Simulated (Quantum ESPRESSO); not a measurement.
# MgGa3SP3: one run as intended and one with a planted mistake

Computed values, not a measurement. The program is pw.x of Quantum ESPRESSO 7.5 (plane-wave density functional theory). The cell is made up: 8 atoms on a zincblende/diamond lattice, with randomly drawn elements, strain and displacements, not relaxed. PseudoDojo standard norm-conserving files (v0.5 for PBE, v0.4.1 for LDA and PBEsol) set the functional; there is no spin polarisation, spin-orbit coupling or dispersion term, and the masses in the input are unused placeholders.

Intended input:

```
&control calculation='scf', pseudo_dir='./dojo.nc.sr.pbe.v0_5.standard.upf', outdir='./o', disk_io='low', tprnfor=.true., tstress=.true. /
&system ibrav=0, nat=8, ntyp=4, nbnd=41, ecutwfc=84.00895049, nosym=.true., tot_charge=0,
 occupations='smearing', smearing='fd', degauss=0.0018374661
/
&electrons conv_thr=7.350e-09, electron_maxstep=60, /
ATOMIC_SPECIES
Ga 1.0 Ga.upf
Mg 1.0 Mg.upf
P 1.0 P.upf
S 1.0 S.upf
CELL_PARAMETERS angstrom
5.6267 0.0 0.0
0.0 5.6267 0.0
0.0 0.0 5.6267
ATOMIC_POSITIONS angstrom
Mg -0.1546 0.0389 -0.007
Ga -0.0202 2.9968 2.6698
Ga 2.7312 -0.1057 2.944
Ga 2.7663 2.7843 0.026
S 1.3389 1.4874 1.4095
P 1.367 4.3197 4.2607
P 4.268 1.5437 4.2094
P 4.2661 4.3609 1.4433
K_POINTS automatic
4 4 4 1 1 1
```

The log is shortened where brackets say so; the opening notice, blank lines, dates and the lines on written files are dropped, and the path of the files is cut. It prints rydbergs, bohrs and kilobars, and counts compression as positive stress. Where no state is partly filled, the Fermi energy that it prints is only some level between the filled and the empty states on the mesh, and need not lie in the true gap.

Log of the intended run:

```
     Program PWSCF v.7.5
     Parallel version (MPI & OpenMP), running on       4 processor cores
     Number of MPI processes:                 4
     Threads/MPI process:                     1
     [start-up lines left out]
     bravais-lattice index     =            0
     lattice parameter (alat)  =      10.6329  a.u.
     unit-cell volume          =    1202.1478 (a.u.)^3
     number of atoms/cell      =            8
     number of atomic types    =            4
     number of electrons       =        70.00
     number of Kohn-Sham states=           41
     kinetic-energy cutoff     =      84.0090  Ry
     charge density cutoff     =     336.0358  Ry
     scf convergence threshold =      7.3E-09
     mixing beta               =       0.7000
     number of iterations used =            8  plain     mixing
     Exchange-correlation= PBE
                           (   1   4   3   4   0   0   0)
     [axes and pseudopotential details left out]
   Cartesian axes
     site n.     atom                  positions (alat units)
         1        Mg     tau(   1) = (  -0.0274761   0.0069135  -0.0012441  )
         2        Ga     tau(   2) = (  -0.0035900   0.5326035   0.4744877  )
         3        Ga     tau(   3) = (   0.4854000  -0.0187854   0.5232196  )
         4        Ga     tau(   4) = (   0.4916381   0.4948371   0.0046208  )
         5        S      tau(   5) = (   0.2379548   0.2643468   0.2505021  )
         6        P      tau(   6) = (   0.2429488   0.7677146   0.7572289  )
         7        P      tau(   7) = (   0.7585263   0.2743526   0.7481117  )
         8        P      tau(   8) = (   0.7581886   0.7750369   0.2565091  )
     number of k points=    32  Fermi-Dirac smearing, width (Ry)=  0.0018
                       cart. coord. in units 2pi/alat
        k(    1) = (   0.1250000   0.1250000   0.1250000), wk =   0.0625000
        k(    2) = (   0.1250000   0.1250000   0.3750000), wk =   0.0625000
     [further k points left out]
     Dense  grid:   124823 G-vectors     FFT dimensions: (  64,  64,  64)
     Estimated max dynamical RAM per process >     246.69 MB
     Estimated total dynamical RAM >     895.35 MB
     Initial potential from superposition of free atoms
     starting charge      69.9907, renormalised to      70.0000
     Starting wfcs are   48 randomized atomic wfcs
     total cpu time spent up to now is        3.0 secs
     per-process dynamical memory:   181.0 Mb
     Self-consistent Calculation
     iteration #  1     ecut=    84.01 Ry     beta= 0.70
     Davidson diagonalization with overlap
     ethr =  1.00E-02,  avg # of iterations =  4.0
     Threshold (ethr) on eigenvalues was too large:
     Diagonalizing with lowered threshold
     Davidson diagonalization with overlap
     ethr =  5.83E-04,  avg # of iterations =  2.0
     total cpu time spent up to now is       11.6 secs
     total energy              =    -641.29372580 Ry
     estimated scf accuracy    <       0.40614110 Ry
     iteration #  2     ecut=    84.01 Ry     beta= 0.70
     Davidson diagonalization with overlap
     ethr =  5.80E-04,  avg # of iterations =  3.2
     total cpu time spent up to now is       16.1 secs
     total energy              =    -641.38854936 Ry
     estimated scf accuracy    <       0.17479131 Ry
     [iterations 3 to 8 left out]
     iteration #  9     ecut=    84.01 Ry     beta= 0.70
     Davidson diagonalization with overlap
     ethr =  2.67E-10,  avg # of iterations =  2.9
     total cpu time spent up to now is       47.8 secs
     total energy              =    -641.42917055 Ry
     estimated scf accuracy    <       0.00000003 Ry
     iteration # 10     ecut=    84.01 Ry     beta= 0.70
     Davidson diagonalization with overlap
     ethr =  4.19E-11,  avg # of iterations =  2.0
     total cpu time spent up to now is       51.8 secs
     End of self-consistent calculation
     [lines on levels left out]
     the Fermi energy is     6.3704 ev
!    total energy              =    -641.42917056 Ry
     estimated scf accuracy    <          3.5E-09 Ry
     smearing contrib. (-TS)   =      -0.00000000 Ry
     internal energy E=F+TS    =    -641.42917056 Ry
     The total energy is F=E-TS. E is the sum of the following terms:
     one-electron contribution =    -348.85753713 Ry
     hartree contribution      =     213.82098626 Ry
     xc contribution           =    -160.06231763 Ry
     ewald contribution        =    -346.33030206 Ry
     convergence has been achieved in  10 iterations
     Forces acting on atoms (cartesian axes, Ry/au):
     atom    1 type  2   force =     0.03517184    0.03084240   -0.01974251
     atom    2 type  1   force =     0.00224985   -0.01268123    0.06302835
     atom    3 type  1   force =     0.06295500    0.04389188   -0.00684721
     atom    4 type  1   force =     0.03325869    0.03592877   -0.02160919
     atom    5 type  4   force =     0.01476320   -0.00552058    0.01104686
     atom    6 type  3   force =    -0.01410823   -0.05686472    0.00160943
     atom    7 type  3   force =    -0.04510685    0.00510757   -0.03681708
     atom    8 type  3   force =    -0.08918350   -0.04070407    0.00933133
     Total force =     0.180102     Total SCF correction =     0.000274
     Computing stress (Cartesian axis) and pressure
          total   stress  (Ry/bohr**3)                   (kbar)     P=       -3.00
  -0.00004882  -0.00005904  -0.00011733           -7.18       -8.69      -17.26
  -0.00005904  -0.00001168  -0.00021624           -8.69       -1.72      -31.81
  -0.00011733  -0.00021624  -0.00000059          -17.26      -31.81       -0.09
     init_run     :      2.87s CPU      2.96s WALL (       1 calls)
     electrons    :     48.53s CPU     48.78s WALL (       1 calls)
     forces       :      0.67s CPU      0.69s WALL (       1 calls)
     stress       :      2.12s CPU      2.12s WALL (       1 calls)
     [timing details left out]
     PWSCF        :     54.26s CPU     54.64s WALL
     JOB DONE.
```

A second run has one planted mistake: two atoms have their elements exchanged. The input lines that differ, file-writing options aside:

```
- Ga 2.7663 2.7843 0.026
+ S 2.7663 2.7843 0.026
- S 1.3389 1.4874 1.4095
+ Ga 1.3389 1.4874 1.4095
```

Its log:

```
     Program PWSCF v.7.5
     Parallel version (MPI & OpenMP), running on       4 processor cores
     Number of MPI processes:                 4
     Threads/MPI process:                     1
     [start-up lines left out]
     bravais-lattice index     =            0
     lattice parameter (alat)  =      10.6329  a.u.
     unit-cell volume          =    1202.1478 (a.u.)^3
     number of atoms/cell      =            8
     number of atomic types    =            4
     number of electrons       =        70.00
     number of Kohn-Sham states=           41
     kinetic-energy cutoff     =      84.0090  Ry
     charge density cutoff     =     336.0358  Ry
     scf convergence threshold =      7.3E-09
     mixing beta               =       0.7000
     number of iterations used =            8  plain     mixing
     Exchange-correlation= PBE
                           (   1   4   3   4   0   0   0)
     [axes and pseudopotential details left out]
   Cartesian axes
     site n.     atom                  positions (alat units)
         1        Mg     tau(   1) = (  -0.0274761   0.0069135  -0.0012441  )
         2        Ga     tau(   2) = (  -0.0035900   0.5326035   0.4744877  )
         3        Ga     tau(   3) = (   0.4854000  -0.0187854   0.5232196  )
         4        S      tau(   4) = (   0.4916381   0.4948371   0.0046208  )
         5        Ga     tau(   5) = (   0.2379548   0.2643468   0.2505021  )
         6        P      tau(   6) = (   0.2429488   0.7677146   0.7572289  )
         7        P      tau(   7) = (   0.7585263   0.2743526   0.7481117  )
         8        P      tau(   8) = (   0.7581886   0.7750369   0.2565091  )
     number of k points=    32  Fermi-Dirac smearing, width (Ry)=  0.0018
                       cart. coord. in units 2pi/alat
        k(    1) = (   0.1250000   0.1250000   0.1250000), wk =   0.0625000
        k(    2) = (   0.1250000   0.1250000   0.3750000), wk =   0.0625000
     [further k points left out]
     Dense  grid:   124823 G-vectors     FFT dimensions: (  64,  64,  64)
     Estimated max dynamical RAM per process >     246.69 MB
     Estimated total dynamical RAM >     895.35 MB
     Initial potential from superposition of free atoms
     starting charge      69.9907, renormalised to      70.0000
     Starting wfcs are   48 randomized atomic wfcs
     total cpu time spent up to now is        3.0 secs
     per-process dynamical memory:   172.1 Mb
     Self-consistent Calculation
     iteration #  1     ecut=    84.01 Ry     beta= 0.70
     Davidson diagonalization with overlap
     ethr =  1.00E-02,  avg # of iterations =  4.0
     Threshold (ethr) on eigenvalues was too large:
     Diagonalizing with lowered threshold
     Davidson diagonalization with overlap
     ethr =  3.25E-04,  avg # of iterations =  4.1
     total cpu time spent up to now is       12.2 secs
     total energy              =    -641.04864407 Ry
     estimated scf accuracy    <       0.23321620 Ry
     iteration #  2     ecut=    84.01 Ry     beta= 0.70
     Davidson diagonalization with overlap
     ethr =  3.33E-04,  avg # of iterations =  4.2
     total cpu time spent up to now is       16.8 secs
     total energy              =    -641.04583389 Ry
     estimated scf accuracy    <       0.29160250 Ry
     [iterations 3 to 10 left out]
     iteration # 11     ecut=    84.01 Ry     beta= 0.70
     Davidson diagonalization with overlap
     ethr =  2.12E-10,  avg # of iterations =  2.2
     total cpu time spent up to now is       54.0 secs
     total energy              =    -641.12028841 Ry
     estimated scf accuracy    <       0.00000002 Ry
     iteration # 12     ecut=    84.01 Ry     beta= 0.70
     Davidson diagonalization with overlap
     ethr =  2.42E-11,  avg # of iterations =  3.2
     total cpu time spent up to now is       58.2 secs
     End of self-consistent calculation
     [lines on levels left out]
     the Fermi energy is     6.4474 ev
!    total energy              =    -641.12028841 Ry
     estimated scf accuracy    <          1.3E-09 Ry
     smearing contrib. (-TS)   =      -0.00034807 Ry
     internal energy E=F+TS    =    -641.11994034 Ry
     The total energy is F=E-TS. E is the sum of the following terms:
     one-electron contribution =    -367.69505891 Ry
     hartree contribution      =     223.44452719 Ry
     xc contribution           =    -159.86689909 Ry
     ewald contribution        =    -337.00250953 Ry
     convergence has been achieved in  12 iterations
     Forces acting on atoms (cartesian axes, Ry/au):
     atom    1 type  2   force =     0.01307529    0.00186120   -0.02724420
     atom    2 type  1   force =    -0.00827982   -0.00178108    0.04124586
     atom    3 type  1   force =     0.03963663    0.03093022   -0.03322459
     atom    4 type  4   force =     0.01916672    0.00181165   -0.02302038
     atom    5 type  1   force =     0.04169357   -0.00639906    0.02063226
     atom    6 type  3   force =    -0.00277136   -0.04064784   -0.00135148
     atom    7 type  3   force =    -0.04300657    0.02347157   -0.02892324
     atom    8 type  3   force =    -0.05951446   -0.00924666    0.05188577
     Total force =     0.143684     Total SCF correction =     0.000178
     Computing stress (Cartesian axis) and pressure
          total   stress  (Ry/bohr**3)                   (kbar)     P=       26.83
   0.00015357   0.00000248  -0.00005512           22.59        0.36       -8.11
   0.00000248   0.00025394  -0.00015988            0.36       37.36      -23.52
  -0.00005512  -0.00015988   0.00013963           -8.11      -23.52       20.54
     init_run     :      2.83s CPU      2.92s WALL (       1 calls)
     electrons    :     55.01s CPU     55.24s WALL (       1 calls)
     forces       :      0.67s CPU      0.68s WALL (       1 calls)
     stress       :      2.15s CPU      2.19s WALL (       1 calls)
     [timing details left out]
     PWSCF        :   1m 0.77s CPU   1m 1.16s WALL
     JOB DONE.
```

|  | intended run | run with the mistake |
| --- | --- | --- |
| free energy (eV) | -8727.088 | -8722.886 |
| smearing term -TS (eV) | 0.0000 | -0.0047 |
| pressure (GPa) | -0.30 | 2.68 |
| largest force component (eV/Å) | 2.293 | 1.530 |
| largest change of a force component (eV/Å) |  | 1.094 |
| iterations | 10 | 12 |

For scale, a rerun of the intended cell at 1437 eV and a 6 x 6 x 6 mesh moved values by no more than 0.007 eV in energy, 0.02 GPa in stress and 0.005 eV/Å in force.